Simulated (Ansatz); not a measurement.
BaTiNOF in space group Pmmm (No. 47; Pearson symbol oP5) at seven volumes, r²SCAN in the plane-wave PAW code Ansatz, shape and atoms relaxed at each. One row is withheld.

```tsv
V (Å³/atom)	P (GPa)
12.225	17.33
12.628	10.56
13.031	4.84
13.434	0.00
13.837	?
14.240	-7.52
14.643	-10.42
```

**Question.** Fit the shown pressures and predict the withheld one.

**Answer.** Third-order Birch–Murnaghan: P = (3/2)B₀(x^(7/2) − x^(5/2))[1 + (3/4)(B′ − 4)(x − 1)] with x = (V₀/V)^(2/3). Least squares on the six rows gives V₀ = 13.435 Å³/atom, B₀ = 147.6 GPa, B′ = 4.62. At V = 13.837, x = 0.9805 and P = -4.07 GPa. The run itself gave -4.08 GPa.

The start of the workflow was typed in or built on a structure type; neither database checked (COD, Materials Project) lists it. Its standing as an ambient phase is unchecked. Symmetry was held in the r²SCAN relaxation; whether a distortion lowers the energy is not shown. The workflow began spin-polarised and lost its moments. Scalar-relativistic: spin–orbit coupling is off unless named, which matters more the heavier the elements.

Potentials: the earlier of the program's two PAW sets.
